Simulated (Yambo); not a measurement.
Yambo run on CdSe (wurtzite, space group P6_3mc, No. 186). The wavefunctions come from this Quantum ESPRESSO step (PBE, PseudoDojo stringent norm-conserving files, scalar-relativistic):

```
&CONTROL
  calculation = 'nscf'
  pseudo_dir = './pseudo'
  outdir = './out'
/
&SYSTEM
  ibrav = 0
  nat = 4
  ntyp = 2
  ecutwfc = 120.0
  ecutrho = 480.0
  occupations = 'fixed'
  force_symmorphic = .true.
  nbnd = 400
/
&ELECTRONS
  conv_thr = 4e-09
  diago_full_acc = .true.
  diago_thr_init = 1e-08
/
ATOMIC_SPECIES
Se 78.9710 Se.upf
Cd 112.4140 Cd.upf
CELL_PARAMETERS angstrom
  4.303711994270   0.000000000000   0.000000000000
 -2.151855997135   3.727123917610   0.000000000000
  0.000000000000   0.000000000000   7.018848868000
ATOMIC_POSITIONS crystal
Se   0.666666667000   0.333333333000   0.875860958600
Se   0.333333333667   0.666666666333   0.375860958600
Cd   0.666666667000   0.333333333000   0.499999041400
Cd   0.333333333667   0.666666666333   0.999999041400
K_POINTS automatic
3 3 2 0 0 0
```

Yambo input:

```
rim_cut
gw0
dyson
el_el_corr
HF_and_locXC
ppa
em1d
RandQpts= 1000000
RandGvec= 1 Ry
EXXRLvcs= 120 Ry
VXCRLvcs= 480 Ry
Chimod= "HARTREE"
% BndsRnXp
 27 | 399 |
%
NGsBlkXp= 12 Ry
% LongDrXp
 1.0 | 1.0 | 1.0 |
%
PPAPntXp= 27.2114 eV
% GbndRnge
 1 | 399 |
%
GTermKind= "BG"
DysSolver= "n"
ExtendOut
% QPkrange
 1 | 1 | 44 | 45 |
 2 | 2 | 44 | 45 |
 5 | 5 | 44 | 45 |
 6 | 6 | 44 | 45 |
%
```

k points by index: 1 = Γ, 2 = A, 5 = K, 6 = H.

Table of the .qp output:

```
#    K-point    Band    Eo [eV]    E [eV]    E-Eo [eV]    Vxc [eV]    Vnlxc [eV]    Sc|Eo [eV]    Sc|E [eV]    dSc/dw|Eo [eV]    Re(Z)    Im(Z)
#
    1    44    0.000000    -0.643464    -0.643464    -15.98173    -18.64202    1.844568    2.016827    -7.283393    0.788852    -0.001461
    1    45    0.666530    0.720279    0.053749    -11.76092    -8.042540    -3.652030    -3.664630    -6.366416    0.810396    -0.001350
    2    44    -0.398429    -1.084286    -0.685858    -15.39390    -18.17562    1.910990    2.095854    -7.333202    0.787715    -0.001500
    2    45    2.374418    2.495332    0.120914    -11.95312    -7.903800    -3.899371    -3.928405    -6.527882    0.806517    -0.001360
    5    44    -1.675974    -2.472325    -0.796350    -13.71660    -16.74014    2.009402    2.227187    -7.440374    0.785277    -0.001771
    5    45    4.238946    4.048510    -0.190436    -8.767228    -5.154288    -3.846206    -3.803376    -6.124453    0.816277    -0.001510
    6    44    -1.120299    -1.835664    -0.715365    -14.32551    -17.13188    1.895846    2.091002    -7.422129    0.785692    -0.001584
    6    45    3.766732    3.947255    0.180523    -11.66196    -7.368398    -4.069643    -4.113035    -6.536116    0.806320    -0.001416
```
(The two width columns are left out.) Convergence of these settings isn't established.

Spin-orbit coupling is not included.

Geometry relaxed with PBEsol.
